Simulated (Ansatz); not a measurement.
Input file for Ansatz (a quantum-chemistry and plane-wave program):

Ansatz 0.2 input:
```yaml
crystal:
  lattice:
    - [4.986308129, 0.0, 0.0]
    - [0.0, 4.986308129, 0.0]
    - [0.0, 0.0, 3.4033363967]
  atoms:
    - { symbol: Pb, position: [0.0, 0.0, 0.0] }
    - { symbol: Pb, position: [0.5, 0.5, 0.5] }
    - { symbol: O, position: [0.307290821, 0.307290821, 0.0] }
    - { symbol: O, position: [0.192709179, 0.807290821, 0.5] }
    - { symbol: O, position: [0.692709179, 0.692709179, 0.0] }
    - { symbol: O, position: [0.807290821, 0.192709179, 0.5] }
kpoints:
  mp_grid: { grid: [8, 8, 12] }
hamiltonian:
  xc: r2scan
  pseudopotentials: { kind: paw }
scf:
  occupations: { method: gaussian, width: 0.05 }
checkpoint: { read: metal.run }
output: { bader: true, populations: true }
```

Output (shortened):

```
Pseudopotentials: kind: paw
Pseudopotential: Pb, paw, valence charge 14
Pseudopotential: O, paw, valence charge 6
Functional definition: r2SCAN
Crystal: 6 atoms, lattice volume = 84.618 Å³
Basis set: ecut = 500 eV, 2137 PW (Γ), exchange–correlation on 160×160×100 points (64 copies of the dense FFT grid, shifted against one another)
Bands: 38, of which v1, the nominal top of the filled ones, is band 26 counted from 1 (25 counted from 0)
Symmetry: 16 space group operations
Space group: P42/mnm (ITA 136), of the structure as read, at distance tolerance 4.4e-5 Å
k-points: 105 of 768
PAW frozen core: Pb, regenerated for the run's functional
PAW frozen core: O, regenerated for the run's functional
Initial density: read from a saved state, or passed on in memory by an earlier SCF of this step, an earlier step, the calling program or the single point that …
Stability of the state it starts from, as read at its close in the unpolarized treatment …
Initial wavefunctions: pseudopotential atomic-orbital guess
Eigensolver: davidson
Functional: x = r2scan, c = r2scan; τ floored in thin density (d = 2e-4 eV/Å³)
iter 1 solved again at ethr=4.13e-8 eV; its pass at ethr=3.10e-3 eV (dr2=2.15e-5 eV) is discarded
SCF iter   1: F=—  HF=-26111.427359 eV  |F-HF|=—  |Δ(HF+E_count)|=         —  Δρ=2.13e-7  dr2=3.02e-11  dr2_τ=9.18e-12  ethr=4.13e-8  ⟨swp⟩=4.1  Hψ=32665  notcnv=0
all-band conjugate gradients solve this SCF's bands
preconditioner: auto → Kerker (q_TF=auto, 2.516 Å⁻¹)
SCF iter   2: F=-26111.427359 eV  HF=-26111.427359 eV  |F-HF|=3.64e-12  |Δ(HF+E_count)|=   2.92e-8  Δρ=1.18e-7  dr2=6.30e-12  dr2_τ=1.08e-11  ethr=1.00e-12  ⟨swp⟩=8.2  Hψ=18831  notcnv=0
SCF 1 converged in 2 iterations: F = -26111.427359 eV  dr2 = 6.30e-12
SCF converged after 2 iterations
Free energy (F): -26111.427359 eV
Harris-Foulkes:  -26111.427359 eV  (|F-HF|=3.64e-12)
Internal energy: -26111.427016 eV  (E = F + TS)
E sigma→0 (E₀):  -26111.427187 eV
Entropy (-TS):   -0.000343 eV (-0.057 meV/atom)
Fermi energy:    7.549352 eV
--- Per-component energies (eV) ---
  E_band       = -121.417889
  E_kinetic    = 1283.870154
  E_local      = -3433.780277  (includes V_loc(G=0)·N_el)
  E_nonlocal   = 905.395794
  E_hartree    = 1325.793931
  E_xc         = -696.877296
  E_vxc        = -695.102422  (∫ρ·V_xc dr)
  E_paw        = -21536.744587  (= ΣΔE_a)
  E_vpaw       = -880.165193  (= ΣTr[D̂ρ^β])
  E_aug_tail   = 0.004232  (compensation charges beyond the density's cutoff)
  E_vtau       = 46.771896  (kinetic-family band-sum trace: ∫τ·v_τ [+ j·A + Jᵃ·Aᵃ] dr)
  E_ewald      = -3960.892208
  E_core_change = 1.803241  (= ΣΔE_core)
  E_smearing   = -0.000343  (= −TS)
  E_closure    =  0.000000  (closes the sum)
  Σ components = -26111.427359   (vs F -26111.427359, Δ=0.00e0)
  [band-id]    e_kinetic+e_local+e_nonlocal+2·e_hartree+e_vxc+e_vpaw+e_augmentation_tail+e_vtau = -121.417953   (vs E_band -121.417889, Δ=-6.38e-5)
--- Band table (eV; the first three rows and the last of 105) ---
  k-point 0: bands = ["-11.6251", "-11.4747", "-9.9486", "-9.9486", "-8.4365", "-8.2151", "-8.1939", "-8.1939", "-8.0086", "-7.9022", "-7.8593", "-7.8289", "-7.8289", "-5.8410", "-0.4857", "4.2047", "4.2653", "4.2653", "5.4028", "5.8110", "5.9617", "6.9205", "6.9205", "6.9963", "6.9963", "7.0684", "7.5785", "12.3494", "14.1105", "14.1105", "17.8252", "18.3879", "19.5364", "19.5364", "20.1288", "20.4340", "22.3340", "24.0118"]
  k-point 1: bands = ["-11.5741", "-11.4375", "-10.0753", "-10.0753", "-8.4216", "-8.1959", "-8.0439", "-8.0439", "-8.0040", "-7.9002", "-7.8597", "-7.8217", "-7.8217", "-5.8964", "-0.5164", "4.1947", "4.3209", "4.3209", "4.8531", "5.4318", "6.3009", "6.6775", "6.6775", "7.0258", "7.0258", "7.5325", "7.6125", "12.4114", "14.3775", "14.3775", "17.3025", "18.8962", "19.5145", "19.5145", "20.1330", "20.2882", "22.3149", "23.6597"]
  k-point 2: bands = ["-11.4311", "-11.3327", "-10.3476", "-10.3476", "-8.3759", "-8.1423", "-7.9906", "-7.9085", "-7.9085", "-7.8933", "-7.8614", "-7.5983", "-7.5983", "-6.0645", "-0.5810", "3.7378", "4.1810", "4.4723", "4.4723", "5.5180", "6.1583", "6.1588", "6.1588", "7.0118", "7.0118", "7.3994", "8.6460", "12.5402", "15.0677", "15.0677", "16.7054", "19.4402", "19.4402", "19.5154", "19.8805", "20.1505", "22.3025", "22.9392"]
  k-point 104: bands = ["-11.0882", "-11.0882", "-10.7772", "-10.7772", "-7.9995", "-7.9995", "-7.8903", "-7.8903", "-7.8438", "-7.8438", "-7.5115", "-7.5115", "-6.4116", "-6.4116", "-0.2876", "-0.2876", "3.5932", "3.5932", "5.6376", "5.6376", "5.7649", "5.7649", "6.8359", "6.8359", "6.9578", "6.9578", "10.8883", "10.8883", "16.6012", "16.6012", "18.2299", "18.2299", "18.2344", "18.2344", "21.6350", "21.6350", "23.3935", "23.3935"]
  band table: 38 of 38 bands, residual norms ≤ 1.0e-3 eV
--- Löwdin populations: 6 sites ---
  site symbol       q [e]
     0     Pb     12.3236
     1     Pb     12.3236
     2      O      6.7598
     3      O      6.7598
     4      O      6.7598
     5      O      6.7598
  spilling = 0.006029 (of n_electrons = 52.000000)
--- Bader charges: 6 sites ---
  site symbol  charge [e]  shift [e]
     0     Pb      2.1997     0.0030
     1     Pb      2.1997     0.0030
     2      O     -1.0998     0.0015
     3      O     -1.0998     0.0015
     4      O     -1.0998     0.0015
     5      O     -1.0998     0.0015
  shift: an alarm, by how much a part of what the PAW files miss would move the charge. Where it is large, compare
  with a run on PAW files of another source; a small one proves nothing
  estimated error of the sums over rays = 5.9e-4 e
```

Cost: roughly 40 core-seconds on shared cores.

Space group P4_2/mnm (rutile). Symmetry was held in the r²SCAN relaxation; of distortions, only those at the zone centre were tested. A small band overlap can be real or an error of a semilocal functional. Spin–orbit coupling is left out wherever it is not named.

Potentials: the later of the program's two PAW sets.

Ansatz is a plane-wave DFT program.
